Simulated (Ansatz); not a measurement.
# PbSe (rock salt): scan of one atom of the cell

Relaxed PbSe (rock salt):

```
PbSe
1.0
    0.00000     3.10888     3.10888
    3.10888     0.00000     3.10888
    3.10888     3.10888     0.00000
Se Pb
1 1
Direct
  0.00000   0.00000   0.00000
  0.50000   0.50000   0.50000
```

In this cell atom 2 (Pb, nearest neighbour Se at 3.109 Å; its periodic images, 4.4 Å or more away, move with it) is moved by s along Cartesian x, unit vector (1.000, 0.000, 0.000); all other atoms and the cell stay fixed.

Method: PBE (plane waves to 420 eV, PAW, scalar-relativistic; Ansatz, a quantum-chemistry and plane-wave program). k mesh 8×8×8 (Γ-centred), Fermi-Dirac smearing 0.05 eV. E stands for the smeared free energy. Compression counts positive. F∥ is the force on the atom along that direction. PbSe was relaxed with its symmetry unable to fall. Spin-orbit coupling is left out, though Pb is heavy. The zero of ΔE is the undisplaced structure.

```tsv
s (Å)	ΔE (meV/cell)	P (GPa)	F∥ (eV/Å)
-0.310	35.9	1.27	0.403
-0.248	16.7	0.78	0.227
-0.186	6.5	0.43	0.111
-0.124	1.9	0.18	0.044
-0.062	0.3	0.04	0.012
0.000	0.0	-0.01	0.000
0.062	0.3	0.04	-0.012
0.124	1.9	0.18	-0.044
0.186	6.5	0.43	-0.111
0.248	16.7	0.78	-0.227
0.310	35.9	1.27	-0.403
```

Read from the data:

| Quantity | Result |
|---|---|
| Energy at s = 0.310 Å | 35.9 meV/cell |
| Force along the line at s = -0.310 Å | 0.403 eV/Å |
| Symmetry of the curve | even: the same for both signs |
| Shape of the curve | a single well with its minimum at or next to zero displacement |

(A displaced cell: forces are minus the slopes of the energy, force constants its curvatures, and phonons follow from these.)
